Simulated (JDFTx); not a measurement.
Input for a modified build of JDFTx: formate, CHO2 (SMILES O=C[O-]), charge -1, multiplicity 1, linear PCM (GLSSA13), isobutanol, 1 M NaF; lengths in bohr, energies in hartree. JDFTx counts charge in electrons: elec-initial-charge is the number of excess electrons. This linear run has a cavity as tight as the nonlinear model's, a pairing that the parameters may not suit. The run starts from orbitals saved by an earlier run of the same system.

```
lattice \
  21.2594189020 0.0000000000 0.0000000000 \
  0.0000000000 20.3145558397 0.0000000000 \
  0.0000000000 0.0000000000 17.4799666528
coords-type Cartesian
ion O -2.1197933408 -1.6007163628 -0.0000144724 0
ion C -0.0001905798 -0.6475840521 0.0000144731 0
ion O 2.1197933408 -1.5998554183 -0.0000144731 0
ion H -0.0008514667 1.6007163628 -0.0000133253 0
ion-species pseudo/o_pbe_v1.2.upf
ion-species pseudo/c_pbe_v1.2.upf
ion-species pseudo/h_pbe_v1.4.upf
elec-cutoff 20 100
elec-ex-corr gga-PBE
symmetries none
elec-n-bands 9
elec-initial-charge +1
electronic-minimize nIterations 150 energyDiffThreshold 1e-7
fluid LinearPCM
pcm-variant GLSSA13
fluid-solvent Isobutanol
fluid-cation Na+ 1
fluid-anion F- 1
fluid-minimize nIterations 400 knormThreshold 1e-11
wavefunction read s0.wfns 12
dump-name s7.$VAR
dump End State Ecomponents EigStats BandEigs Forces ElecDensity IonicPositions FluidDebug
```

The log closes as follows.

```
[...]
ElecMinimize: Iter:  11  Etot: -38.607216574778192  |grad|_K:  6.360e-07  alpha:  8.218e-01  linmin:  5.798e-03
ElecMinimize: Iter:  12  Etot: -38.607216655442123  |grad|_K:  4.367e-07  alpha:  6.917e-01  linmin:  1.393e-02
ElecMinimize: Iter:  13  Etot: -38.607216689206936  |grad|_K:  2.493e-07  alpha:  6.280e-01  linmin: -3.285e-02
ElecMinimize: Converged (|Delta Etot|<1.000000e-07 for 2 iters).

# Ionic positions in cartesian coordinates:
ion O  -2.119793340800000  -1.600716362800000  -0.000014472400000 0
ion O   2.119793340800000  -1.599855418300000  -0.000014473100000 0
ion C  -0.000190579800000  -0.647584052100000   0.000014473100000 0
ion H  -0.000851466700000   1.600716362800000  -0.000013325300000 0

# Forces in Cartesian coordinates:
force O  -0.037144998144881  -0.024144334893186  -0.000048301022838 0
force O   0.037157232548395  -0.024105123505229   0.000051100096274 0
force C  -0.000026966111035   0.065663065065448  -0.000003894889283 0
force H   0.000017244270156  -0.017385552900406   0.000002221838328 0

# Energy components:
   A_diel =       -0.0570853042225622
   Eewald =       13.5869534624723514
       EH =       48.5208762472629758
     Eloc =     -115.2377210905330145
      Enl =        5.3710170176516918
      Exc =       -9.6629203085494701
 Exc_core =        0.1637747029721920
       KE =       18.7101229234134010
  MuShift =       -0.0022343396744976
-------------------------------------
     Etot =      -38.6072166892069362


	eMin: -0.948841 at state 0 ( [ +0.000000 +0.000000 +0.000000 ] spin 0 )
	HOMO: -0.193665 at state 0 ( [ +0.000000 +0.000000 +0.000000 ] spin 0 )
```

The run took 14 electronic cycles (a count that differs between repeats, as do the digits past 10⁻⁶ Ha); the highest occupied level lies at -5.27 eV from the bulk liquid.
